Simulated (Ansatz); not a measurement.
Be₅Pd in space group F-43m (No. 216; Be on 4c, Be on 16e, Pd on 4a), plane-wave PAW PBE (Ansatz code), all energies at zero smearing, with the estimated change up to a 700 eV cutoff added, with one set of potentials and settings (totals compare only within such a set). Cell of 6 atoms (5 Be, 1 Pd): -7438.542 eV.

```tsv
element	reference phase	E (eV/atom)
Be	P6_3/mmc, 2 atoms in the cell	-92.7620
Pd	Fm-3m, 1 atoms in the cell	-6972.8544
```

Formation energy per atom, worked out: (-7438.542 − 5×(-92.7620) − 1×(-6972.8544))/6 = -0.313 eV/atom (-30 kJ per mol of atoms), at 0 K, without zero-point energy or fitted corrections.

The first step of the workflow began from a Materials Project structure, measured or hypothetical; the Crystallography Open Database copy checked does not list it. With Be and Pd taken as one species the cell has the higher symmetry Fd-3m, so it may be an ordered model of a mixed-site phase. Whether it is the stable phase at ambient conditions was not checked. Symmetry was held in the PBE relaxation; of distortions, only those at the zone centre were tested. The run is not spin-polarised. The references are the lowest solids computed at this level, not always the standard phases.

Potentials: the later of the program's two PAW sets.
